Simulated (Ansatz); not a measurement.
# Structure relaxation, CdSe

The start is a relaxed CdSe cell with every coordinate shifted by Gaussian noise of σ = 0.1 Å. A full variable-cell relaxation at zero pressure is run with PBEsol (plane waves to 420 eV, PAW, scalar-relativistic; Ansatz, a first-principles code). The first steps use a coarse 6×6×4 k-mesh.

Input geometry:
```
CdSe
1.0
    4.30194     0.00000     0.00000
   -2.15097     3.72559     0.00000
    0.00000     0.00000     7.02113
Cd Se
2 2
Cartesian
  2.12164   1.21134   0.04394
  0.11763   2.44655   3.48509
  2.23975   1.22408   4.32536
  0.04358   2.44156   0.79930
```

Question: Is the parent structure recovered?

Answer: The parent structure is recovered, P6₃mc (No. 186).

Question: How do the shortest distances between atoms change?

Answer: The closest pairs of elements (up to four, under 3.6 Å), start → end: Cd–Se 2.53 → 2.63 Å.

Final values are on a 9×9×5 k-mesh of the relaxed cell. No spin polarisation in the result.
